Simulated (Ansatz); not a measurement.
This run works on a generated trial structure, not on a known crystal.

Input and command of a plane-wave DFT calculation in Ansatz:

```yaml
crystal:
  lattice:
    - [2.44618233, 1.41230403, 3.56161436]
    - [-2.44618233, 1.41230403, 3.56161436]
    - [0.0, -2.82460805, 3.56161436]
  atoms:
    - { symbol: Dy, position: [0.37430349, 0.37430349, 0.37430349] }
    - { symbol: Dy, position: [0.62569651, 0.62569651, 0.62569651] }
    - { symbol: Be, position: [0.0, 0.0, 0.5] }
    - { symbol: Be, position: [0.0, 0.5, 0.0] }
    - { symbol: Be, position: [0.5, 0.0, 0.0] }
    - { symbol: O, position: [0.0, 0.0, 0.0] }
basis:
  ecutwfc: 630
kpoints:
  mp_grid: { grid: [6, 6, 6] }
hamiltonian:
  xc: pbe
  pseudopotentials:
    kind: paw
    azcp: { Dy: "pseudopotentials/pbe/nc/lanthanide_3plus/Dy.nc.azcp" }
scf:
  occupations: { method: gaussian, width: 0.1 }
  lower_state_search: "off"
output:
  forces: true
  stress: true
  eigenvalues: true
relax:
  adjacent_minimum: "off"
  f_tol: 0.04
  max_steps: 70
  cell: { stress_tol: 0.4 }
```

```bash
ansatz run input.yaml --threads 1 --pin off --max-ram 2560MiB --backend cpu --events-out ev --progress --plain --runs-dir out
```

Processor: Arm Neoverse V1, 1 thread, on a host shared with other jobs.

Task: Estimate time, memory and problem size.

Result: About 3.7 min, peak memory 0.52 GiB. It solves 23 bands at 32 k points (after reduction by symmetry) with about 3171 plane waves (on the last cell), in 177 SCF iterations over 26 ionic steps.

With its 4f electrons in the core of a norm-conserving potential, the lanthanide is trivalent by construction, without f bands, f moments or other valences.
